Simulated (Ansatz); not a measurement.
Mg₂H₆Os:
```xyz
9
Lattice="0.0000 3.3219 3.3219 3.3219 0.0000 3.3219 3.3219 3.3219 0.0000" Properties=species:S:1:pos:R:3 pbc="T T T"
Mg     4.9828     4.9828     4.9828
Mg     1.6609     1.6609     1.6609
H      3.3219     3.3219     4.9603
H      3.3219     3.3219     1.6835
H      4.9603     3.3219     3.3219
H      1.6835     3.3219     3.3219
H      3.3219     4.9603     3.3219
H      3.3219     1.6835     3.3219
Os     0.0000     0.0000     0.0000
```

Cartesian axes are those of the cell as given.

Question: Give the high-frequency dielectric tensor and the Born effective charge tensors of the independent atoms from DFPT, r²SCAN (plane waves, PAW; program Ansatz).

Answer: 
ε∞:
```
4.68  0.00  0.00
0.00  4.68  0.00
0.00  0.00  4.68
```
Z* of atom 1 (Mg), rows: field, columns: displacement, in e:
```
2.15  0.00  0.00
0.00  2.15  0.00
0.00  0.00  2.15
```
Z* of atom 3 (H), rows: field, columns: displacement, in e:
```
 0.20   0.00   0.00
 0.00   0.20   0.00
 0.00   0.00  -0.72
```
Z* of atom 9 (Os), rows: field, columns: displacement, in e:
```
-3.65   0.00   0.00
 0.00  -3.65   0.00
 0.00   0.00  -3.65
```

Static charges for comparison (Bader): Mg1 +1.71, H3 -0.49, Os9 -0.49 e. Born charges measure polarisation by displacement and can exceed these by far.

Space group Fm-3m. The first step of the workflow began from a Materials Project structure, measured or hypothetical; the Crystallography Open Database copy checked does not list it. Whether it is the stable phase at ambient conditions was not checked. The cell was relaxed with r²SCAN under the symmetry of its start. At this level the phase is dynamically unstable (imaginary phonons). The run is not spin-polarised. Scalar-relativistic: spin–orbit coupling is off unless named, which matters more the heavier the elements.

Potentials: the later of the program's two PAW sets.
